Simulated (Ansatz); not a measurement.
Recipe of this trial structure of W3N4: ordered vacancies on the cation sites of zinc blende (P-43m, No. 215) (occupants of the shared sites, in ratio, W: 3, vacant: 1). Lengths were set from tabulated atomic sizes, so they are only a guess.

```
W N
1.0
     4.59224    0.00000    0.00000
     0.00000    4.59224    0.00000
     0.00000    0.00000    4.59224
W N
3 4
Direct
  0.00000 0.00000 0.50000
  0.00000 0.50000 0.00000
  0.50000 0.00000 0.00000
  0.25000 0.25000 0.25000
  0.25000 0.75000 0.75000
  0.75000 0.25000 0.75000
  0.75000 0.75000 0.25000
```

The calculation used Ansatz 0.2.0, DFT PBE, scalar-relativistic, plane waves, PAW. Cutoff 420 eV, Gaussian smearing, Γ-centred meshes. Cell and atoms relax first on a coarse mesh and then on a finer one. In between, the cell is made exact in the group found at 0.06 Å. In metals the finer mesh still leaves noise of several meV/atom or more. The steps can't lower the symmetry of their start. No spin polarisation.

A guess keeps its type if space group and coordination stay and the shape of the cell changes little (axis ratios within about 15 %, angles within 6°); the volume may change.

Problem. Does it keep its structure type, or change into something else?

Solution. It keeps its type. The symmetry stays P-43m (No. 215). The volume per atom shrinks by 3.9 %, from 13.8 to 13.3 Å³. The shortest distance goes from 1.99 Å (W–N) to 1.97 Å (W–N). Counting neighbours within 15 % of an atom's shortest distance, the start has N 3, W 4 and the end N 3, W 4.

The last run used an 8×8×8 mesh for its 7-atom cell and Gaussian smearing of 0.10 eV. These runs have no spin–orbit coupling, which can matter for W. Symmetry constrained the relaxation, so the result can be a saddle point.
